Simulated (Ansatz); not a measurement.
Data:

PtS₂ (CdI2 type)

```
PtS2
1.0
    7.11862     0.00000     0.00000
   -1.77966     3.08245     0.00000
    0.00000     0.00000     4.38472
Pt S
2 4
Direct
  0.00000   0.00000   0.00000
  0.50000   0.00000   0.00000
  0.33333   0.33333   0.27118
  0.83333   0.33333   0.27118
  0.16667   0.66667   0.72882
  0.66667   0.66667   0.72882
```

In this cell atom 6 (S, nearest neighbour Pt at 2.374 Å; its periodic images, 3.6 Å or more away, move with it) is moved by s towards the nearest neighbour, unit vector (0.750, 0.433, 0.501); all other atoms and the cell stay fixed.

Method: PBEsol-D3(BJ) (plane waves to 420 eV, PAW, scalar-relativistic; Ansatz, a first-principles code). k mesh 6×12×9 (Γ-centred), Fermi-Dirac smearing 0.05 eV. E stands for the smeared free energy. With partly filled bands, energies and forces of such displacements shift with the k mesh and the smearing. PtS2 is run without spin polarisation. PtS2 was relaxed with its symmetry unable to fall. Spin-orbit coupling is left out, though Pt is heavy. The zero of ΔE is the undisplaced structure.

The scan covers s from -0.240 to 0.240 Å in 11 points.

Is this a single well or a double well?

A single well with its minimum at or next to zero displacement.

Is the energy the same for displacements of ±0.240 Å, and if not, which side lies higher?

Not even: the positive side lies higher at ±0.240 Å. With its periodic images moving along, the atom's site symmetry in this cell is m.

What is the energy change at s = 0.240 Å?

444 meV/cell.

What force acts on the atom along the line at s = -0.240 Å?

1.72 eV/Å.

What is the force constant k = d²E/ds² of this move at s = 0?

11.3 eV/Å².

(For displaced atoms, the force is minus the slope of the energy, and its curvature is a force constant, which sets phonon frequencies.)
